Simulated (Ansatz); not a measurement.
SnO in space group P-6m2 (No. 187; Sn on 1a, O on 1f) at seven volumes, plane-wave PAW r²SCAN (Ansatz code), shape and atoms relaxed at each. One row is withheld.

```tsv
V (Å³/atom)	P (GPa)
14.217	7.39
14.686	4.36
15.154	2.12
15.623	0.00
16.092	?
16.561	-3.79
17.029	-5.56
```

Problem. Fit the shown pressures and predict the withheld one.

Solution. P = (3/2)B₀(x^(7/2) − x^(5/2))[1 + (3/4)(B′ − 4)(x − 1)] with x = (V₀/V)^(2/3). Least squares on the six rows gives V₀ = 15.602 Å³/atom, B₀ = 70.1 GPa, B′ = 2.52. At V = 16.092, x = 0.9796 and P = -2.08 GPa. The run itself gave -1.95 GPa.

A made-up cell: these elements were put on the sites of a structure type; neither database checked (COD, Materials Project) lists it. It is not the phase usual at ambient conditions (space group No. 129). The cell was relaxed with r²SCAN under the symmetry of its start; its stability against distortions is not shown here. Scalar-relativistic: spin–orbit coupling is off unless named, which matters more the heavier the elements.

Potentials: the later of the program's two PAW sets.
